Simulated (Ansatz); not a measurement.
**Zone-centre phonons of Ru at 11 GPa: input and output**

Method: DFT LDA, scalar-relativistic, plane waves, PAW (Ansatz).

Launched with:
```bash
ansatz run input.yaml --threads 1 --pin off --max-ram 3072MiB --backend cpu --events-out ev --progress --plain --runs-dir out
```

Input (bare energies are in eV):
```yaml
crystal:
  lattice:
    - [2.6496082217, 0.0, 0.0]
    - [-1.3248041108, 2.29462803, 0.0]
    - [0.0, 0.0, 4.1901792921]
  atoms:
    - { symbol: Ru, position: [0.3333333333, 0.6666666667, 0.25] }
    - { symbol: Ru, position: [0.6666666667, 0.3333333333, 0.75] }
basis:
  ecutwfc: 420
kpoints:
  mp_grid: { grid: [18, 18, 10] }
hamiltonian:
  xc: lda
scf:
  occupations: { method: fermi_dirac, width: 0.15 }
output:
  eigenvalues: true
phonons:
  method: dfpt
  eigenvectors: true
```

Results section of the output:
```
--- Phonons (Γ-DFPT): 2 representative perturbations + reference, on 546 of 3240 k-points (Σ response iterations 7) ---
  k mesh reduced under 4 symmetry operations, with k and −k counted as one. Each operation leaves every solved displacement unchanged or reverses it
  ASR residual: 1.355e-3 → 0.000e0 eV/Å²; symmetrization residual: 9.692e-10 eV/Å²
  ASR residual per site (eV/Å²): 1.36e-3 1.36e-3
  Γ frequencies (cm⁻¹): 0.00 0.00 0.00 212.18 212.18 289.90
  non-analytic LO–TO correction: not included (Born effective charges unavailable; polar crystals: no LO–TO splitting at Γ)
```

The run took 59 s on 1 thread of Arm Neoverse V2, on a shared host, peak memory 1 GiB.

In a metal, frequencies and elastic constants depend on the k mesh and the smearing, soft modes and shear constants most.